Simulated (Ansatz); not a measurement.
Input file for Ansatz (a quantum-chemistry and plane-wave program):

Ansatz 0.2 input:
```yaml
crystal:
  lattice:
    - [-3.830184966, 3.830184966, 3.830184966]
    - [3.830184966, -3.830184966, 3.830184966]
    - [3.830184966, 3.830184966, -3.830184966]
  atoms:
    - { symbol: V, position: [0.0, 0.0, 0.0] }
    - { symbol: Tl, position: [0.5, 0.5, 0.0] }
    - { symbol: Tl, position: [0.0, 0.5, 0.5] }
    - { symbol: Tl, position: [0.5, 0.0, 0.5] }
    - { symbol: Se, position: [0.6570919749, 0.6570919749, 0.6570919749] }
    - { symbol: Se, position: [0.3429080251, 0.0, 0.0] }
    - { symbol: Se, position: [0.0, 0.0, 0.3429080251] }
    - { symbol: Se, position: [0.0, 0.3429080251, 0.0] }
kpoints:
  mp_grid: { grid: [5, 5, 5] }
hamiltonian:
  xc: pbesol
  pseudopotentials: { kind: paw }
scf:
  occupations: { method: fixed }
dielectric: { raman: true }
```

Output (shortened):

```
Pseudopotential: V, paw, valence charge 13
Pseudopotential: Tl, paw, valence charge 13
Pseudopotential: Se, paw, valence charge 16
Functional definition: PBEsol
Crystal: 8 atoms, lattice volume = 224.760 Å³
Basis set: ecut = 420 eV, 4321 PW (Γ), exchange–correlation on 90×90×90 points (8 copies of the dense FFT grid, shifted against one another)
Bands: 70, of which v1, the nominal top of the filled ones, is band 58 counted from 1 (57 counted from 0)
Symmetry: 24 space group operations
k-points: 27 of 125 (irreducible under 4 space group operations, time reversal used)
SCF iter   1: F=—  HF=-58473.027449 eV  |F-HF|=—  |Δ(HF+E_count)|=         —  Δρ=3.00e-3  dr2=2.21e-2  ethr=1.77e-3  ⟨swp⟩=4.9  Hψ=5566  notcnv=0  defer=246
preconditioner: auto → Resta (q_TF=auto, 2.444 Å⁻¹)
SCF iter   2: F=—  HF=-58473.023204 eV  |F-HF|=—  |Δ(HF+E_count)|=   4.24e-3  Δρ=1.46e-3  dr2=6.47e-3  ethr=1.91e-5  ⟨swp⟩=2.9  Hψ=3598  notcnv=0  defer=265
SCF iter   3: F=—  HF=-58473.023878 eV  |F-HF|=—  |Δ(HF+E_count)|=   6.74e-4  Δρ=2.39e-3  dr2=2.07e-2  ethr=5.58e-6  ⟨swp⟩=2.4  Hψ=2735  notcnv=0  defer=268  recentre
SCF iter   4: F=—  HF=-58473.022579 eV  |F-HF|=—  |Δ(HF+E_count)|=   1.30e-3  Δρ=8.33e-4  dr2=2.38e-3  ethr=5.58e-6  ⟨swp⟩=2.8  Hψ=2851  notcnv=0  defer=263
SCF iter   5: F=—  HF=-58473.022507 eV  |F-HF|=—  |Δ(HF+E_count)|=   7.13e-5  Δρ=1.74e-4  dr2=7.11e-5  ethr=2.05e-6  ⟨swp⟩=2.0  Hψ=1872  notcnv=0  defer=253
SCF iter   6: F=—  HF=-58473.022529 eV  |F-HF|=—  |Δ(HF+E_count)|=   2.15e-5  Δρ=4.83e-5  dr2=5.10e-6  ethr=6.13e-8  ⟨swp⟩=2.0  Hψ=2419  notcnv=0  defer=125
SCF iter   7: F=—  HF=-58473.022421 eV  |F-HF|=—  |Δ(HF+E_count)|=   1.08e-4  Δρ=1.12e-5  dr2=3.68e-7  ethr=4.40e-9  ⟨swp⟩=2.0  Hψ=2360  notcnv=0  defer=125
SCF iter   8: F=—  HF=-58473.022421 eV  |F-HF|=—  |Δ(HF+E_count)|=   6.70e-8  Δρ=3.72e-6  dr2=5.29e-8  ethr=3.18e-10  ⟨swp⟩=2.0  Hψ=2054  notcnv=0  defer=125
SCF iter  11: F=-58473.022421 eV  HF=-58473.022421 eV  |F-HF|=2.91e-11  |Δ(HF+E_count)|=  9.46e-11  Δρ=1.29e-7  dr2=5.85e-11  ethr=1.00e-12  ⟨swp⟩=2.0  Hψ=4521  notcnv=0
SCF 1 converged in 11 iterations: F = -58473.022421 eV  dr2 = 5.85e-11
NSCF: frozen V_eff on 5 k-points
DFPT response loops at Γ: preconditioner auto → Resta (q_TF=auto, 2.444 Å⁻¹)  ε∞=6.0 (no band partly filled) …
── the response to a field inside a basis, on 6×6×6 k-points: an SCF that follows is theirs, and a resumed run solves both again ──
Crystal: 8 atoms, lattice volume = 224.760 Å³
Bands: 59, of which v1, the nominal top of the filled ones, is band 58 counted from 1 (57 counted from 0)
k-points: 14
SCF iter   1: F=—  HF=-58472.315217 eV  |F-HF|=—  |Δ(HF+E_count)|=         —  Δρ=4.85e-4  dr2=4.09e-4  ethr=1.00e-1
preconditioner: auto → Resta (q_TF=auto, 2.444 Å⁻¹)
SCF iter   2: F=—  HF=-58472.315315 eV  |F-HF|=—  |Δ(HF+E_count)|=   9.83e-5  Δρ=4.45e-4  dr2=6.34e-4  ethr=3.52e-7
SCF iter   3: F=—  HF=-58472.315325 eV  |F-HF|=—  |Δ(HF+E_count)|=   1.00e-5  Δρ=4.36e-4  dr2=5.95e-4  ethr=3.52e-7
SCF iter   4: F=—  HF=-58472.315301 eV  |F-HF|=—  |Δ(HF+E_count)|=   2.47e-5  Δρ=1.47e-4  dr2=4.01e-5  ethr=3.52e-7
SCF iter   5: F=—  HF=-58472.315310 eV  |F-HF|=—  |Δ(HF+E_count)|=   9.91e-6  Δρ=1.85e-5  dr2=8.38e-7  ethr=3.45e-8
SCF iter   6: F=—  HF=-58472.315311 eV  |F-HF|=—  |Δ(HF+E_count)|=   6.25e-7  Δρ=8.34e-6  dr2=1.69e-7  ethr=7.22e-10
SCF iter   7: F=—  HF=-58472.315311 eV  |F-HF|=—  |Δ(HF+E_count)|=   1.19e-7  Δρ=4.05e-6  dr2=6.50e-8  ethr=1.45e-10
SCF iter   8: F=—  HF=-58472.315311 eV  |F-HF|=—  |Δ(HF+E_count)|=   4.17e-9  Δρ=8.50e-7  dr2=2.54e-9  ethr=5.61e-11
SCF iter  10: F=-58472.315311 eV  HF=-58472.315311 eV  |F-HF|=2.18e-11  |Δ(HF+E_count)|=  1.46e-11  Δρ=4.86e-8  dr2=8.28e-12  ethr=1.00e-12
SCF 1 converged in 10 iterations: F = -58472.315311 eV  dr2 = 8.28e-12
DFPT response loops at Γ: preconditioner auto → Resta (q_TF=auto, 2.444 Å⁻¹)  ε∞=6.2 (no band partly filled) …
DFPT response loops at Γ: mixed as the last ones told, above
SCF converged after 11 iterations
Free energy (F): -58473.022421 eV
Harris-Foulkes:  -58473.022421 eV  (|F-HF|=2.91e-11)
Internal energy: -58473.022421 eV  (E = F + TS)
E sigma→0 (E₀):  -58473.022421 eV
Fermi energy:    6.800133 eV
--- Per-component energies (eV) ---
  E_band       = -1871.121253
  E_kinetic    = 1806.234268
  E_local      = -15038.986440  (includes V_loc(G=0)·N_el)
  E_nonlocal   = -1456.464117
  E_hartree    = 6969.499950
  E_xc         = -1228.736317
  E_vxc        = -982.390176  (∫ρ·V_xc dr)
  E_paw        = -38604.977890  (= ΣΔE_a)
  E_vpaw       = -138.512825  (= ΣTr[D̂ρ^β])
  E_aug_tail   = -0.002091  (compensation charges beyond the density's cutoff)
  E_ewald      = -10923.888060
  E_core_change = 4.298276  (= ΣΔE_core)
  E_smearing   =  0.000000  (= −TS)
  E_closure    =  0.000000  (closes the sum)
  Σ components = -58473.022421   (vs F -58473.022421, Δ=0.00e0)
  [band-id]    e_kinetic+e_local+e_nonlocal+2·e_hartree+e_vxc+e_vpaw+e_augmentation_tail = -1871.121480   (vs E_band -1871.121253, Δ=-2.27e-4)
--- Band table (eV; the first three rows and the last of 27) ---
  k-point 0: bands = ["-56.6391", "-39.5787", "-39.5787", "-39.5787", "-39.5787", "-39.5787", "-39.5786", "-39.5786", "-39.5786", "-39.5616", "-39.5616", "-39.5616", "-39.5571", "-39.5552", "-39.5552", "-39.5552", "-39.5552", "-39.5552", "-39.5547", …
  k-point 1: bands = ["-56.6392", "-39.5787", "-39.5787", "-39.5787", "-39.5787", "-39.5787", "-39.5786", "-39.5786", "-39.5786", "-39.5616", "-39.5616", "-39.5616", "-39.5571", "-39.5552", "-39.5552", "-39.5552", "-39.5552", "-39.5552", "-39.5547", …
  k-point 2: bands = ["-56.6392", "-39.5787", "-39.5787", "-39.5787", "-39.5787", "-39.5787", "-39.5786", "-39.5786", "-39.5786", "-39.5616", "-39.5616", "-39.5616", "-39.5571", "-39.5552", "-39.5552", "-39.5552", "-39.5552", "-39.5552", "-39.5547", …
  k-point 26: bands = ["-56.6392", "-39.5787", "-39.5787", "-39.5787", "-39.5786", "-39.5786", "-39.5786", "-39.5786", "-39.5786", "-39.5616", "-39.5616", "-39.5616", "-39.5571", "-39.5552", "-39.5552", "-39.5552", "-39.5552", "-39.5552", "-39.5547", …
--- Dielectric response (ions clamped): 3 representative field directions + reference, inside a basis on a mesh of 216 k-points (Σ response iterations 24) ---
  ε∞ (high-frequency dielectric tensor):
       10.089362     0.000000     0.000000
        0.000000    10.089362     0.000000
        0.000000     0.000000    10.089362
  Born effective charges Z* (e; rows j = field, columns β = displacement):
    site 0:
         0.79208    0.00000    0.00000
         0.00000    0.79208    0.00000
         0.00000    0.00000    0.79208
    site 1:
         1.36511    0.00000    0.00000
         0.00000    1.36511    0.00000
         0.00000    0.00000    4.16451
    site 2:
         4.16451    0.00000    0.00000
         0.00000    1.36511    0.00000
         0.00000    0.00000    1.36511
    site 3:
         1.36511    0.00000    0.00000
         0.00000    4.16451    0.00000
         0.00000    0.00000    1.36511
    site 4:
        -1.92170   -0.72266   -0.72266
        -0.72266   -1.92170   -0.72266
        -0.72266   -0.72266   -1.92170
    site 5:
        -1.92170    0.72266    0.72266
         0.72266   -1.92170   -0.72266
         0.72266   -0.72266   -1.92170
    site 6:
        -1.92170   -0.72266    0.72266
        -0.72266   -1.92170    0.72266
         0.72266    0.72266   -1.92170
    site 7:
        -1.92170    0.72266   -0.72266
         0.72266   -1.92170    0.72266
        -0.72266    0.72266   -1.92170
  Z* charge neutrality: 2.366e-2 e pre-enforcement
  solved inside a basis spanned on kpoints, on 6×6×6 k-points transformed towards the longest dipole: ε∞ is read to err by 6.3e-2, Z* by 2.9e-2 e (field_mesh …
  Raman tensors (in the event stream and the table raman_tensors.tsv) …
```

Cost: about 19 core-minutes (a rough figure) on shared cores.

Space group I-43m. The workflow started from a Materials Project entry (that database holds measured and hypothetical structures alike); the Crystallography Open Database copy checked does not list it. Whether it is the stable phase at ambient conditions was not checked. Symmetry was held in the PBEsol relaxation; its stability against distortions is not shown here. No spin polarisation was allowed. Spin–orbit coupling is left out wherever it is not named.

Potentials: the later of the program's two PAW sets.

Ansatz is a plane-wave DFT program.
